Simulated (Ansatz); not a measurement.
**Structure relaxation of Sr**

Theory: DFT PBEsol, scalar-relativistic, plane waves, PAW (Ansatz). Cutoff 420 eV, Γ-centred k mesh, Gaussian smearing, no spin polarisation in the final step.

Sr was placed on the trigonal selenium structure type (P3_121, No. 152), at a guessed volume.

```yaml
crystal:
  lattice:
    - [5.62465, 0.00000, 0.00000]
    - [-2.81232, 4.87109, 0.00000]
    - [0.00000, 0.00000, 6.38135]
  atoms:
    - { symbol: Sr, position: [0.22540, 0.00000, 0.33333] }
    - { symbol: Sr, position: [0.00000, 0.22540, 0.66667] }
    - { symbol: Sr, position: [0.77460, 0.77460, 0.00000] }
```

Cell and atoms relax at zero pressure; the relaxation can't lower the symmetry of the start. After a coarse first stage the cell is made exact in the group found at 0.06 Å.

Problem. Describe the relaxed structure.

Solution. It ends in Im-3m (No. 229). The result has the bcc structure. Conventional cell: a = 4.672 Å. Sr is coordinated by 8 Sr at 4.05 Å and 6 Sr at 4.67 Å.

```xyz
1
Lattice="-2.3360 2.3360 2.3360 2.3360 -2.3360 2.3360 2.3360 2.3360 -2.3360" Properties=species:S:1:pos:R:3 pbc="T T T"
Sr    0.0000    0.0000    0.0000
```

Problem. What are its volume, density and gap?

Solution. The volume per atom is 50.99 Å³, the density is 2.85 g/cm³ and the gap on the 16×16×16 mesh is 0 eV (a metal).

The final run used a 16×16×16 mesh on its 1-atom cell and 0.10 eV smearing. A structure relaxed within its symmetry needn't be a true minimum. The steps took of the order of 50 core-seconds in all.